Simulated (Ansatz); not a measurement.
## Clamped-ion strain scan in Sr

Theory: Ansatz 0.2.0, DFT r2SCAN, scalar-relativistic, plane waves, PAW. The runs took a 500 eV cutoff, a Γ-centred 12×12×8 mesh and Gaussian smearing (0.15 eV). No spin polarisation. Energies are free energies at this smearing, counted from the undisturbed cell; pressure is positive in compression.

Zero of the scan (as given, not relaxed at this level; it stands at 0.1 GPa; this form isn't the usual structure):

```
Sr
1.0
     4.31000    0.00000    0.00000
    -2.15500    3.73257    0.00000
     0.00000    0.00000    7.05000
Sr
2
Direct
  0.33333 0.66667 0.25000
  0.66667 0.33333 0.75000
```

The cell is strained by ε times the Voigt pattern (1, 1, 0, 0, 0, 0) (xx, yy, zz, yz, xz, xy; engineering shear) with fractional coordinates fixed. The cell is metallic on the mesh throughout.

```tsv
ε	ΔE (meV/atom)	stress summed along the pattern (GPa, tension positive)	pressure (GPa)
-0.0600	45.3	-4.74	1.9
-0.0450	25.0	-3.36	1.3
-0.0300	11.0	-2.13	0.9
-0.0150	2.9	-1.04	0.5
0.0000	0.0	-0.07	0.1
0.0150	1.9	?	?
0.0300	?	1.53	?
0.0450	?	2.19	?
0.0525	25.1	2.49	-0.9
0.0600	32.4	2.77	-1.1
```

Give the withheld values.

stress summed along the pattern (GPa, tension positive) at ε = 0.0150: 0.78; pressure (GPa) at ε = 0.0150: -0.2; ΔE (meV/atom) at ε = 0.0300: 8.3; pressure (GPa) at ε = 0.0300: -0.5; ΔE (meV/atom) at ε = 0.0450: 18.5; pressure (GPa) at ε = 0.0450: -0.8.